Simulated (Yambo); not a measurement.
Rb$_{2}$ScAgCl$_{6}$ (space group Fm-3m, No. 225), G0W0@PBEsol in Yambo with this input:

```
rim_cut
gw0
dyson
el_el_corr
HF_and_locXC
ppa
em1d
RandQpts= 1000000
RandGvec= 1 Ry
EXXRLvcs= 82 Ry
VXCRLvcs= 328 Ry
Chimod= "HARTREE"
% BndsRnXp
 6 | 305 |
%
NGsBlkXp= 6 Ry
% LongDrXp
 1.0 | 1.0 | 1.0 |
%
PPAPntXp= 27.2114 eV
% GbndRnge
 1 | 305 |
%
GTermKind= "BG"
DysSolver= "n"
ExtendOut
```

On a 2×2×2 mesh, with wavefunctions cut at 82 Ry, the gap (L → X) is 6.074 eV and the valence edge shifts by -1.284 eV.

### Question
What happens with this change: pole fitted at 10 eV?

### Answer
The gap falls by 0.033 eV, to 6.041 eV; the shift of the valence edge becomes -1.177 eV. Neither run is shown to be the converged limit.

Spin-orbit coupling is not included.

Geometry of the Materials Project entry, not relaxed at this level; primitive cell a = 7.4105 Å, b = 7.4105 Å, c = 7.4105 Å, α = 60.00°, β = 60.00°, γ = 60.00°.

The structure is a Materials Project entry; no match was found in the copy of COD used, and its stability was not checked.

A shift is the quasiparticle energy of the state minus its PBEsol energy.
